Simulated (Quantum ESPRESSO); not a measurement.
```cif
data_BrTl
_chemical_formula_sum 'Br1 Tl1'
_space_group_name_H-M_alt 'Pm-3m'
_space_group_IT_number 221
_space_group_name_Hall '-P 4 2 3'
_cell_length_a 3.93324
_cell_length_b 3.93324
_cell_length_c 3.93324
_cell_angle_alpha 90.000
_cell_angle_beta 90.000
_cell_angle_gamma 90.000
loop_
_atom_site_label
_atom_site_type_symbol
_atom_site_symmetry_multiplicity
_atom_site_Wyckoff_symbol
_atom_site_fract_x
_atom_site_fract_y
_atom_site_fract_z
_atom_site_occupancy
Br1 Br 1 b 0.50000 0.50000 0.50000 1
Tl1 Tl 1 a 0.00000 0.00000 0.00000 1
```

The PBEsol cell relaxed from Materials Project entry mp-22875 was given an isotropic strain of +0.5 % on all lattice vectors, and the atoms were relaxed again.

Problem. What does PBE (stringent potentials; pw.x of Quantum ESPRESSO, ONCV potentials, without SOC) give for the electronic structure near the Fermi level?

Solution. The PBE gap is direct, 1.77 eV at X. Spin-orbit coupling is left out; with 6p states at a band edge it can lower the gap by many tenths of an eV, most of a small gap.
